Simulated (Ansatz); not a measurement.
Consider the following.

VBiO₄:
```cif
data_Bi2O8V2
_chemical_formula_sum 'V2 Bi2 O8'
_space_group_name_H-M_alt 'P 1'
_space_group_IT_number 1
_cell_length_a 6.74400
_cell_length_b 6.74400
_cell_length_c 6.74400
_cell_angle_alpha 135.906
_cell_angle_beta 135.906
_cell_angle_gamma 64.126
loop_
_space_group_symop_operation_xyz
  'x, y, z'
loop_
_atom_site_label
_atom_site_type_symbol
_atom_site_fract_x
_atom_site_fract_y
_atom_site_fract_z
_atom_site_occupancy
V1 V 0.50000 0.50000 0.00000 1
V2 V 0.25000 0.75000 0.50000 1
Bi1 Bi 0.00000 0.00000 0.00000 1
Bi2 Bi 0.75000 0.25000 0.50000 1
O1 O 0.17082 0.56091 0.89143 1
O2 O 0.31091 0.91949 0.89010 1
O3 O 0.66949 0.27939 0.10857 1
O4 O 0.02939 0.42082 0.10990 1
O5 O 0.57918 0.68909 0.60857 1
O6 O 0.43909 0.33051 0.60990 1
O7 O 0.08051 0.97061 0.39143 1
O8 O 0.72061 0.82918 0.39010 1
```

This is the LDA-relaxed structure.

All from plane-wave PAW LDA (Ansatz code), unless another level is named. Estimate the Young's modulus.

141 GPa.

Predict the highest zone-centre frequency (without LO–TO term).

824 cm⁻¹.

Space group I4_1/a. The cell was relaxed with LDA under the symmetry of its start; of distortions, only those at the zone centre were tested. No spin polarisation was allowed. No Hubbard U is applied. Spin–orbit coupling is left out wherever it is not named.

Potentials: the later of the program's two PAW sets.
